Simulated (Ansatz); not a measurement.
One crystal and one scan (scan of one atom of the cell) at two levels, PBE (plane waves to 420 eV, PAW, scalar-relativistic; Ansatz, a first-principles code) and r2SCAN (plane waves to 500 eV, PAW, scalar-relativistic; Ansatz), each from its own relaxed cell and on its own mesh.

The crystal is Pb (fcc, Cu type); one Pb atom of a 4-atom cell moves by s along Cartesian [110], with its periodic images.

E stands for the smeared free energy. Pb was relaxed with its symmetry unable to fall. Spin-orbit coupling is left out, though Pb is heavy. The PAW data are Ansatz's earlier set. (PBE) On this mesh the relaxed cell isn't quite at rest: it carries a pressure of 0.2 GPa (compression positive) at the zero of the scan. (r2SCAN) On this mesh the relaxed cell isn't quite at rest: it carries a pressure of 0.2 GPa (compression positive) at the zero of the scan. With partly filled bands, energies and forces of such displacements shift with the k mesh and the smearing.

```tsv
quantity	run 1	run 2
Lattice constant a (Å)	5.034	4.991
Force constant k = d²E/ds² at s = 0 (finite differences) (eV/Å²)	1.11	0.34
```

Which run is which level?

Run 1 is PBE, run 2 is r2SCAN. PBE gives the higher value for: lattice constant a; force constant k = d²E/ds² at s = 0. Both give the same shape of the curve: a single well with its minimum at or next to zero displacement. Neither level is exact: the differences show how much the result hangs on the functional.

(A displaced cell: forces are minus the slopes of the energy, force constants its curvatures, and phonons follow from these.)
